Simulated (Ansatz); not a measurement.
With PBE (plane waves, PAW; program Ansatz), GeB₂Mo₂ in the hexagonal phase (P-6m2; Mo on 2h, Ge on 1a, B on 1b, B on 1f) relaxes to a = 3.137 Å, c = 6.833 Å. Ge has 6 nearest neighbours from 2.65 Å (trigonal prismatic). Its formation energy from the elements is -0.33 eV/atom, with no fitted shifts.

Electronic character: metallic (no gap). Gap from PBE with spin–orbit coupling: none (metallic).

The bulk modulus is 231 GPa.

The start of the workflow was typed in or built on a structure type; neither database checked (COD, Materials Project) lists it. Its standing as an ambient phase is unchecked. Symmetry was held in the PBE relaxation; its stability against distortions is not shown here. The run is not spin-polarised. The references are the lowest solids computed at this level, not always the standard phases. Scalar-relativistic: spin–orbit coupling is off unless named, which matters more the heavier the elements.

Potentials: the earlier of the program's two PAW sets.
